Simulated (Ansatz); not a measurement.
Data sheet: SiC4 (DFT)

SiC4:
Space group Pn-3m, origin choice 1 (No. 224); a = b = c = 5.6342 Å, α = β = γ = 90.00°

```csv
atom,site,symmetry,x,y,z
Si,2a,-43m,0.0000,0.0000,0.0000
C,8e,.3m,0.1873,0.1873,0.1873
```

Space group Pn-3m (No. 224); conventional cell a = b = c = 5.6342 Å, α = β = γ = 90.00°.

Method: PBE in the plane-wave PAW code Ansatz. The cell and atoms are relaxed at this level. Other levels are named where they apply.

Cell and energy:

```yaml
volume_per_atom: 17.89 Å³
density: 1.41 g/cm³
Formation energy from the elements (no fitted shifts): 0.83 eV/atom
```

Electronic structure:

```yaml
band_gap: 3.55 eV (indirect)
valence_band_maximum: at R
conduction_band_minimum: on the Γ–R line, 23 % of the way from Γ (8 equivalent valleys)
smallest_direct_gap_on_the_standard_path: 3.77 eV
electron_effective_mass: 1.4, 1.4, 3.4 mₑ (principal values)
```

Mechanics:

```yaml
Bulk modulus (Birch–Murnaghan fit): 100 GPa
Pressure derivative B′: 4.0
```

The start of the workflow was typed in or built on a structure type; neither database checked (COD, Materials Project) lists it. Its standing as an ambient phase is unchecked. The cell was relaxed with PBE under the symmetry of its start; its stability against distortions is not shown here. Its formation energy is positive at this level, so the cell may be metastable or incomplete. The references are the lowest solids computed at this level, not always the standard phases.

Potentials: the earlier of the program's two PAW sets.
